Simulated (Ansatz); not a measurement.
Below is a relaxed structure of CsOs. The cell was found from a structure generator's guess, not taken from experiment.

Method: DFT PBE, scalar-relativistic, plane waves, PAW in Ansatz. Cutoff 420 eV, Γ-centred mesh, Gaussian smearing, no spin polarisation.

```
Cs Os
1.0
     1.53882    0.88844    6.15091
    -1.53882    0.88844    6.15091
     0.00000   -1.77688    6.15091
Cs Os
1 1
Direct
  0.50000 0.50000 0.50000
  0.00000 0.00000 0.00000
```

Energies over the elements count from the elements' standard structures at the same level, with no fitted energy shifts.

Question: Find its symmetry and describe it.

Answer: R-3m (No. 166), the CuPt (L1_1) type. Conventional cell: a = 3.078 Å, c = 18.453 Å. Cs is surrounded by 6 Cs at 3.08 Å, 6 Os at 3.55 Å, 6 Os at 4.70 Å and 6 Cs at 5.33 Å; Os has 6 Os at 3.08 Å and 6 Cs at 3.55 Å.

Question: What is its formation energy per atom?

Answer: +2.25 eV/atom. A positive value: parting into the elements would lower its energy.

Question: Is it a metal?

Answer: Yes, bands cross the Fermi level on the 21×21×21 mesh.

Question: From what recipe could a structure generator have reached it?

Answer: One such recipe: close-packed layers stacked AB, next cell at C (R-3m, No. 166). Other recipes can lead to the same cell.

The last run used a 21×21×21 mesh for its 2-atom cell and Gaussian smearing of 0.10 eV. These runs have no spin–orbit coupling, which can matter for Os. The cell is a metal run without spin; a magnetic state may lie lower. A structure relaxed within its symmetry needn't be a true minimum.
